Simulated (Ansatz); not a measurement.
Given:

Ni$_{21}$Ge$_{2}$B$_{6}$:
```
Ni21Ge2B6
1.0
    0.00000     5.18647     5.18647
    5.18647     0.00000     5.18647
    5.18647     5.18647     0.00000
Ni Ge B
21 2 6
Direct
  0.33663   0.00000   0.00000
  0.66337   0.00000   0.00000
  0.33663   0.00000   0.66337
  0.66337   0.00000   0.33663
  0.00000   0.33663   0.66337
  0.00000   0.66337   0.33663
  0.00000   0.33663   0.00000
  0.00000   0.66337   0.00000
  0.66337   0.33663   0.00000
  0.33663   0.66337   0.00000
  0.00000   0.00000   0.33663
  0.00000   0.00000   0.66337
  0.38086   0.38086   0.38086
  0.61914   0.61914   0.61914
  0.14259   0.61914   0.61914
  0.85741   0.38086   0.38086
  0.38086   0.38086   0.85741
  0.61914   0.61914   0.14259
  0.61914   0.14259   0.61914
  0.38086   0.85741   0.38086
  0.00000   0.00000   0.00000
  0.25000   0.25000   0.25000
  0.75000   0.75000   0.75000
  0.72640   0.27360   0.27360
  0.27360   0.72640   0.72640
  0.27360   0.72640   0.27360
  0.72640   0.27360   0.72640
  0.27360   0.27360   0.72640
  0.72640   0.72640   0.27360
```
The run is spin-polarised; directions of the spins, atom by atom: 0 0 0 0 0 0 0 0 0 0 0 0 0 0 0 0 0 0 0 0 ↑ 0 0 0 0 0 0 0 0.

This is the r²SCAN-relaxed structure.

Problem. All from DFT-r²SCAN in the program Ansatz with PAW potentials, unless another level is named. Estimate the electronic character.

Solution. metallic (no gap).

Problem. Give the density of states at the Fermi level.

Solution. 0.55 states/eV per atom (mean over ±0.08 eV).

Problem. Predict the formation energy from the elements (no fitted shifts).

Solution. -0.26 eV/atom.

Space group Fm-3m. The first step of the workflow began from a Materials Project structure, measured or hypothetical; the Crystallography Open Database copy checked does not list it. Whether it is the stable phase at ambient conditions was not checked. The r²SCAN relaxation kept the symmetry of its start; its stability against distortions is not shown here. Magnetic state: ferromagnetic, the only order run, not a proven ground state. Other orbital occupations within this spin state were not tried. The references are the lowest solids computed at this level, not always the standard phases. Spin–orbit coupling is left out wherever it is not named.

Potentials: the later of the program's two PAW sets.
